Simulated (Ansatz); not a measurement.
BN (zinc blende, F-43m), LDA in the plane-wave PAW code Ansatz: ε∞ = 4.57, cell volume 11.47 Å³. Infrared-active transverse modes:

```
ω_TO (cm⁻¹)  oscillator strength S_xx (e²/amu)
-----------  ---------------------------------
1066.8                                  0.5776
```

Problem. Compute the static dielectric constant.

Solution. Each mode adds (4.921e7/V) S/ω²: 2.18. So ε0 = 6.74.

Problem. What LO frequency does the Lyddane–Sachs–Teller relation give?

Solution. ω_LO = ω_TO √(ε0/ε∞) = 1296 cm⁻¹.

The cell was relaxed with LDA under the symmetry of its start.

Potentials: the earlier of the program's two PAW sets. The files were generated under PBE; for other functionals the program regenerates the frozen cores, and for LDA and PBEsol the local potential too.
